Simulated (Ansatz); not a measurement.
The relaxed structure here is a generated cell of CeO2: the first start was made by placing the elements on the sites of a structure type, and the end was not matched to a known phase here, so it may be hypothetical. Known forms of CeO2 include space group No. 225.

A relaxed cell of CeO$_{2}$ (P-31m (No. 162)), relaxed on a k-mesh at least as fine as the one used below. Computed with r2SCAN (plane waves to 500 eV, PAW, scalar-relativistic; Ansatz, a first-principles code). Γ-centred k-mesh 5×5×5 on the run's cell (coarser than for final values), Fermi–Dirac smearing 0.05 eV.

```yaml
crystal:
  lattice:
    - [5.93664, 0.00000, 0.00000]
    - [-2.96832, 5.14128, 0.00000]
    - [0.00000, 0.00000, 4.54994]
  atoms:
    - { symbol: O, position: [0.33199, 0.33199, 0.26185] }
    - { symbol: O, position: [0.66801, 0.00000, 0.26185] }
    - { symbol: O, position: [0.00000, 0.66801, 0.26185] }
    - { symbol: O, position: [0.00000, 0.33199, 0.73815] }
    - { symbol: O, position: [0.66801, 0.66801, 0.73815] }
    - { symbol: O, position: [0.33199, 0.00000, 0.73815] }
    - { symbol: Ce, position: [0.00000, 0.00000, 0.00000] }
    - { symbol: Ce, position: [0.66667, 0.33333, 0.50000] }
    - { symbol: Ce, position: [0.33333, 0.66667, 0.50000] }
```

The atoms are displaced by (Å):

```
atom      ux      uy      uz
----  ------  ------  ------
O1    -0.016   0.034  -0.023
O2    -0.034  -0.051   0.104
O3    -0.048  -0.136   0.035
O4     0.020   0.074   0.053
O5    -0.096  -0.026  -0.178
O6    -0.097   0.043  -0.019
Ce7   -0.085   0.108  -0.072
Ce8   -0.050   0.025   0.002
Ce9    0.040   0.009   0.046
```

### Question
What forces (eV/Å) and pressure result?

### Answer
```csv
atom,Fx,Fy,Fz
O1,-0.26,-0.43,-0.41
O2,0.69,0.78,-1.14
O3,0.04,0.70,-0.51
O4,-0.21,-0.85,0.36
O5,1.25,0.73,1.92
O6,-0.35,-0.01,0.45
Ce7,0.79,-0.35,0.66
Ce8,0.69,-0.58,-0.42
Ce9,-2.64,0.02,-0.91
```

Pressure +4.1 GPa.

### Question
Estimate the energy cost of the displacement in the harmonic approximation and compare with the calculation.

### Answer
For a harmonic well ΔE = −½ Σ F·u = 0.575 eV a cell, or 64 meV/atom. The calculated energy relative to the undisplaced cell is +0.061 eV/atom, so the harmonic estimate holds well.

The undisplaced cell is probably no minimum: from this displacement the run went on to P321 (No. 150), 0.121 eV/atom below it.

No spin polarisation in the result: the starting moments vanished. The d or f electrons are treated with no Hubbard U. The f-shell occupation is the one the SCF fell into and was not checked against other states.
